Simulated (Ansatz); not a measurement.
# What a trial cell of Al3Sb2P relaxes into

These are results of DFT PBE, scalar-relativistic, plane waves, PAW in Ansatz 0.2.0, not measurements. Cutoff 420 eV, Gaussian smearing, Γ-centred meshes. Cell and atoms relax first on a coarse mesh and then on a finer one. In between, the cell is made exact in the group found at 0.06 Å. In metals the finer mesh still leaves noise of several meV/atom or more. The steps can't lower the symmetry of their start. No spin polarisation.

A trial structure of Al3Sb2P was built thus: random cell by space group and Wyckoff sites (R-3m, No. 166). Lengths were set from tabulated atomic sizes, so they are only a guess.

```
Al Sb P
1.0
     2.48288    1.43349    6.35503
    -2.48288    1.43349    6.35503
     0.00000   -2.86699    6.35503
Al Sb P
3 2 1
Direct
  0.81815 0.81815 0.81815
  0.18185 0.18185 0.18185
  0.50000 0.50000 0.50000
  0.32191 0.32191 0.32191
  0.67809 0.67809 0.67809
  0.00000 0.00000 0.00000
```

Energies over the elements count from the elements' standard structures at the same level, with no fitted energy shifts. The references include black phosphorus.

Problem. Describe the relaxed structure.

Solution. The symmetry stays R-3m (No. 166). The volume per atom shrinks by 6.4 %, from 22.6 to 21.2 Å³. The shortest distance goes from 2.67 Å (Al–Sb) to 2.54 Å (Al–P). The ratio c/a of the conventional cell changes by a factor of 0.84. The energy falls by about 0.22 eV/atom (the start's value is from the coarse mesh). Conventional cell: a = 5.158 Å, c = 16.536 Å. Al on a site of symmetry 3m has 1 P at 2.54 Å, 1 Sb at 2.91 Å and 6 Al at 2.99–3.01 Å; around Al on a site of symmetry -3m lie 2 Sb at 2.81 Å and 6 Al at 2.99 Å; Sb is surrounded by 2 Al at 2.81–2.91 Å, 3 P at 2.98 Å and 3 Sb at 2.98 Å; P is surrounded by 2 Al at 2.54 Å and 6 Sb at 2.98 Å.

```yaml
crystal:
  lattice:
    - [2.57894, 1.48895, 5.51201]
    - [-2.57894, 1.48895, 5.51201]
    - [0.00000, -2.97791, 5.51201]
  atoms:
    - { symbol: Al, position: [0.84614, 0.84614, 0.84614] }
    - { symbol: Al, position: [0.15386, 0.15386, 0.15386] }
    - { symbol: Al, position: [0.50000, 0.50000, 0.50000] }
    - { symbol: Sb, position: [0.32997, 0.32997, 0.32997] }
    - { symbol: Sb, position: [0.67003, 0.67003, 0.67003] }
    - { symbol: P, position: [0.00000, 0.00000, 0.00000] }
```

Problem. Give its energy and gap.

Solution.

* Formation energy: +0.18 eV/atom
* Gap on the 12×12×12 mesh of the 6-atom cell: 0 eV (a metal)

It can't be a ground state, since the elements alone are lower.

The last run used Gaussian smearing of 0.10 eV. Spin–orbit coupling, which can matter for Sb, is left out. The reference form of P is held partly by dispersion forces, which this level lacks. A structure relaxed within its symmetry needn't be a true minimum. In all, the 3 runs took 9.1 min on 1 thread of AMD EPYC (Zen 3) (shared host). Another cell of Al3Sb2P relaxed alike, in P4mm, lies 97 meV/atom lower, so this cell isn't the stable form at this level.
